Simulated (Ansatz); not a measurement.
Put TaTi₄ in I4/mmm (No. 139): Ti on 8i; Ta on 2b.

Level of theory: DFT PBE, scalar-relativistic, plane waves, PAW (Ansatz 0.2.0). Cutoff 420 eV, Γ-centred mesh, Gaussian smearing, no spin polarisation.

Formation energies are uncorrected and refer to the elements' standard structures at the same level.

Problem. Give the relaxed lattice parameters and positions.

Solution.

Space group I4/mmm (No. 139). a = 6.377 Å, b = 6.377 Å, c = 4.315 Å, α = 90.00°, β = 90.00°, γ = 90.00°
```csv
atom,site,symmetry,x,y,z
Ti,8i,m2m.,0.2037,0.5000,0.5000
Ta,2b,4/mmm,0.0000,0.0000,0.5000
```

Ti has 3 Ti at 2.60–2.67 Å, 4 Ti at 2.83 Å, 2 Ta at 2.87 Å and 2 Ta at 3.44 Å; around Ta lie 8 Ti at 2.87 Å and 8 Ti at 3.44 Å. Another local minimum with the same sites may exist.

Problem. Where does its energy lie, and is it a metal?

Solution. The formation energy is +0.14 eV/atom and the gap on the 8×8×8 mesh of the 5-atom cell is 0 eV (a metal). It can't be a ground state, since the elements alone are lower.

The last run used Gaussian smearing of 0.10 eV. Spin–orbit coupling, which can matter for Ta, is left out. A structure relaxed within its symmetry needn't be a true minimum. Another cell of the same search, in Cmcm, lies 92 meV/atom lower, so this cell isn't the stable form at this level.
